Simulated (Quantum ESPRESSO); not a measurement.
# HfTa2O6F2: a curve over one atom's position

Computed values, not a measurement. The program is pw.x of Quantum ESPRESSO 7.5 (plane-wave density functional theory). The cell is made up: 11 atoms on a fluorite lattice with one site empty, with randomly drawn elements, strain and displacements, not relaxed. PseudoDojo standard norm-conserving files (v0.5 for PBE, v0.4.1 for LDA and PBEsol) set the functional; there is no spin polarisation, spin-orbit coupling or dispersion term, and the masses in the input are unused placeholders. A spin-polarised start on this cell or one of its family kept no moment above 0.05 Bohr magneton at the same smearing; a narrower smearing was not tried.

The hafnium pseudopotential is less sure than the others, with forces about 3 percent (worst 6) and pressure in oxides about 1.5 GPa (worst 2.7) from a second method in checks, which no rerun with the same files tests.

Seven runs move atom 7 (O, counted in the order of the input) along x and keep all else fixed.

Input of the run at -0.0041:

```
&control calculation='scf', pseudo_dir='./dojo.nc.sr.pbe.v0_5.standard.upf', outdir='./o', disk_io='medium', tprnfor=.true., tstress=.true. /
&system ibrav=0, nat=11, ntyp=4, nbnd=50, ecutwfc=84.00895049, nosym=.true., tot_charge=0,
 occupations='smearing', smearing='fd', degauss=0.0018374661
/
&electrons conv_thr=7.350e-09, electron_maxstep=60, /
ATOMIC_SPECIES
F 1.0 F.upf
Hf 1.0 Hf.upf
O 1.0 O.upf
Ta 1.0 Ta.upf
CELL_PARAMETERS angstrom
5.0086 0.0 0.0
0.0 5.0086 0.0
0.0 0.0 5.0086
ATOMIC_POSITIONS angstrom
Hf 0.0143 0.0123 0.0116
Ta -0.0601 2.501 2.495
Ta 2.5349 -0.0011 2.4982
O 1.2062 1.3002 1.2729
F 1.289 1.264 3.7745
O 1.278 3.7281 1.2686
O 1.2718 3.7432 3.7616
F 3.744 1.1962 1.2502
O 3.7498 1.2556 3.7657
O 3.7361 3.7717 1.2314
O 3.7515 3.727 3.728
K_POINTS automatic
4 4 4 1 1 1
```

```
shift of atom 7 along x (Å)  free energy less that of the input shown (eV)  Fx on atom 7 (eV/Å)  Fy on atom 7 (eV/Å)  Fz on atom 7 (eV/Å)  pressure (GPa)  next band up at Gamma (eV)  iterations
                    -0.1081                                        -0.0605               -0.138                1.074               -1.931          -10.15                       0.909          18
                    -0.0603                                        -0.0439               -0.552                1.212               -1.892          -10.43                       0.918          17
                    -0.0387                                        -0.0300               -0.729                1.271               -1.876          -10.52                       0.923          17
                    -0.0041                                         0.0000               -1.005                1.360               -1.850          -10.65                       0.932          18
                    +0.0078                                         0.0125               -1.097                1.389               -1.841          -10.68                       0.935          18
                    +0.0398                                         0.0515               -1.337                1.462               -1.819          -10.74                       0.943          17
                    +0.0804                                         0.1118               -1.634                1.546               -1.791          -10.77                       0.955          18
```

A cubic fit gives dFx/dx = -7.73 eV/Å² at zero shift. Across the table the free energy follows the integral of the force to within 0.1 meV. A rerun of one of the cells at a cutoff of 1437 eV and k mesh 6 x 6 x 6 moved values by no more than 0.002 eV in energy, 0.05 GPa in stress and 0.006 eV/Å in force. The band column is the level of band 45 at Gamma less that of band 44, whose number is half the electron count, rounded up; it comes from a band step after each run.